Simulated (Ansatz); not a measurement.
Fields on a plane of Al2Cu (Al2Cu type, space group I4/mcm)

```
Al2Cu
1.0
   -3.00310     3.00310     2.39527
    3.00310    -3.00310     2.39527
    3.00310     3.00310    -2.39527
Al Cu
4 2
Direct
  0.65900   0.15900   0.81801
  0.84100   0.65900   0.50000
  0.15900   0.34100   0.50000
  0.34100   0.84100   0.18199
  0.25000   0.25000   0.00000
  0.75000   0.75000   0.00000
```

The slice is a (-1 1 0) plane (indices of the conventional cell) through the point (0.659, 0.159, 0.818) (fractional), spanned by u = [110] and v = [112] in vectors of this cell: u (4.79 Å) and v (8.49 Å, at 90° to u). It covers one period; positions are fractions (u, v).

Atoms on it: Al at (0.00, 0.00); Al at (0.50, 0.50); Al at (0.50, 0.18); Al at (0.00, 0.68).

Calculation: r2SCAN (plane waves to 500 eV, PAW, scalar-relativistic; Ansatz, a quantum-chemistry and plane-wave program). k mesh 12×12×12. Inside the PAW spheres the values are not all-electron values, and peaks at nuclei hang on which shells count as valence. Al2Cu is run without spin polarisation. Al2Cu was relaxed with its symmetry unable to fall. The PAW data are Ansatz's earlier set.

```
|xxxx27999999972xxx|
|xxxx58998889985xxx|
|xxx3799877789973xx|
|124799976567999742|
|557899875557899875|
|235799976567999753|
|xxx4799876789974xx|
|xxxx58998889985xxx|
|xxxx37999999973xxx|
|xxxx17999999971xxx|
|xxxx27887778872xxx|
|xxxx46642124664xxx|
|xxx2563xxxxx3652xx|
|003664xxxxxxx46630|
|667872xxxxxxx27876|
|999971xxxxxxx17999|
|999972xxxxxxx27999|
|889985xxxxxxx58998|
|7789973xxxxx379987|
|567999742124799976|
|557899875557899875|
|567999753235799976|
|6789974xxxxx479987|
|889985xxxxxxx58998|
|999973xxxxxxx37999|
|999971xxxxxxx17999|
|778872xxxxxxx27887|
|124664xxxxxxx46642|
|xxx3652xxxxx2563xx|
|xxxx46630003664xxx|
|xxxx27876667872xxx|
|xxxx17999999971xxx|
```
Scale: ten equal steps from -1.00 (start of '0') to 7.80 (end of '9'), in the order '0123456789'. Values: electrostatic potential energy of an electron, from the cell's mean, in eV. The map has 18 points along u (one character each, u = 0 at the left) and 32 along v (v = 0 in the bottom row). Points within 1 Å of a nucleus are blanked (x), as the pseudised field means little there. Values under -1 eV are set to -1. The zero, the cell's mean, hangs on the PAW cores.

```
|xxxx  --++==--------------==++--  xx|
|....--++++========++========++++--..|
|########**++++**######**++++**######|
|@@@@%%##******%%@@@@@@%%******##%%@@|
|@@@@%%##****##%%@@@@@@%%##****##%%@@|
|@@@@%%##****##%%@@@@@@%%##****##%%@@|
|%%%%%%##**++****##%%##****++**##%%%%|
|::::==**++======++++++======++**==::|
|xxxx..==++==--------------==++==..xx|
|xxxx  --++==----::::::----==++--  xx|
|xxxx  ==**++==----::----==++**==  xx|
|xx  --**##**++==------==++**##**--  |
|..::++######**++::..::++**######++::|
|----++****##**--      --**##****++--|
|::----==++**++..xxxxxx..++**++==----|
|::::----++++--  xxxxxx  --++++----::|
|--------==++--  xxxxxx  --++==------|
|++========++++--......--++++========|
|####**++++**##############**++++**##|
|@@@@%%******##%%@@@@@@%%##******%%@@|
|@@@@%%##****##%%@@@@@@%%##****##%%@@|
|@@@@%%##****##%%@@@@@@%%##****##%%@@|
|%%##****++**##%%%%%%%%%%##**++****##|
|++++======++**==::::::==**++======++|
|--------==++==..xxxxxx..==++==------|
|::::----==++--  xxxxxx  --++==----::|
|::----==++**==  xxxxxx  ==**++==----|
|----==++**##**--  xx  --**##**++==--|
|..::++**######++::..::++######**++::|
|    --**##****++------++****##**--  |
|xxxx..++**++==----::----==++**++..xx|
|xxxx  --++++----::::::----++++--  xx|
```
Scale: ten equal steps from 0.04 (start of ' ') to 0.84 (end of '@'), in the order ' .:-=+*#%@'. Values: electron localisation function (ELF). The map has 18 points along u (two characters each, u = 0 at the left) and 32 along v (v = 0 in the bottom row). Points within 0.5 Å of a nucleus are blanked (x), as the pseudised field means little there.
